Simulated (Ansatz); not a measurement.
Data:

CuAu:
```yaml
crystal:
  lattice:
    - [1.39828, 0.80730, 4.15489]
    - [-1.39828, 0.80730, 4.15489]
    - [0.00000, -1.61459, 4.15489]
  atoms:
    - { symbol: Cu, position: [0.50000, 0.50000, 0.50000] }
    - { symbol: Au, position: [0.00000, 0.00000, 0.00000] }
```

This is the LDA-relaxed structure.

**Question.** All from LDA in the plane-wave PAW code Ansatz, unless another level is named. Give the formation energy from the elements (no fitted shifts).

**Answer.** 0.033 eV/atom.

**Question.** Predict the density of states at the Fermi level.

**Answer.** 0.31 states/eV per atom (mean over ±0.08 eV).

Space group R-3m. The workflow started from a Materials Project entry (that database holds measured and hypothetical structures alike); the Crystallography Open Database copy checked does not list it. It is not the phase usual at ambient conditions (space group No. 123). The LDA relaxation kept the symmetry of its start; whether a distortion lowers the energy is not shown. No spin polarisation was allowed. The references are the lowest solids computed at this level, not always the standard phases. Spin–orbit coupling is left out wherever it is not named.

Potentials: the later of the program's two PAW sets.
